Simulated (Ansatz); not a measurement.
Be2B:
```xyz
3
Lattice="0.0000 2.2764 2.2764 2.2764 0.0000 2.2764 2.2764 2.2764 0.0000" Properties=species:S:1:pos:R:3 pbc="T T T"
Be     1.1382     1.1382     1.1382
Be     3.4146     3.4146     3.4146
B      0.0000     0.0000     0.0000
```

Relaxed with PBEsol.

Problem. Map the valence electron density (e/Å³), cut off at 0.5 on the plane through (0.250, 0.250, 0.250) spanned by u = [1, 0, 0] and v = [-1, 1, 1] in lattice vectors, from plane-wave PAW PBEsol (Ansatz code).

Solution. x is the fraction of u, y of v (the angle between them is 90°; rows are the nearest grid lines); atoms in the plane: Be at (0.00, 0.00), Be at (0.00, 0.50), B at (0.50, 0.75).
```
y \ x   0.000  0.0625  0.188  0.250  0.375  0.438  0.562  0.625  0.750  0.812  0.938   1.00
------  -----  ------  -----  -----  -----  -----  -----  -----  -----  -----  -----  -----
1.00    0.052   0.098  0.259  0.279  0.277  0.276  0.276  0.277  0.279  0.259  0.098  0.052
0.913   0.189   0.222  0.357  0.407  0.500  0.500  0.500  0.500  0.407  0.357  0.222  0.189
0.826   0.274   0.290  0.408  0.500  0.500  0.500  0.500  0.500  0.500  0.408  0.290  0.274
0.783   0.274   0.289  0.416  0.500  0.500  0.500  0.500  0.500  0.500  0.416  0.289  0.274
0.696   0.275   0.290  0.413  0.500  0.500  0.500  0.500  0.500  0.500  0.413  0.290  0.275
0.609   0.228   0.254  0.376  0.437  0.500  0.500  0.500  0.500  0.437  0.376  0.254  0.228
0.522   0.064   0.112  0.282  0.310  0.324  0.329  0.329  0.324  0.310  0.282  0.112  0.064
0.478   0.064   0.104  0.240  0.251  0.236  0.231  0.231  0.236  0.251  0.240  0.104  0.064
0.391   0.228   0.228  0.202  0.174  0.128  0.116  0.116  0.128  0.174  0.202  0.228  0.228
0.304   0.275   0.261  0.183  0.141  0.083  0.069  0.069  0.083  0.141  0.183  0.261  0.275
0.217   0.274   0.260  0.180  0.137  0.079  0.065  0.065  0.079  0.137  0.180  0.260  0.274
0.174   0.274   0.262  0.186  0.146  0.090  0.076  0.076  0.090  0.146  0.186  0.262  0.274
0.0870  0.189   0.198  0.208  0.188  0.148  0.136  0.136  0.148  0.188  0.208  0.198  0.189
0.000   0.052   0.098  0.259  0.279  0.277  0.276  0.276  0.277  0.279  0.259  0.098  0.052
```

The density is the valence pseudo-density with augmentation charge, so density and ELF within about 1 Å of a nucleus are not all-electron values.

Space group Fm-3m (fluorite or antifluorite type). The workflow started from an entry of the Crystallography Open Database (COD). Its standing as an ambient phase is unchecked. The PBEsol relaxation kept the symmetry of its start; its stability against distortions is not shown here.

Potentials: the later of the program's two PAW sets.
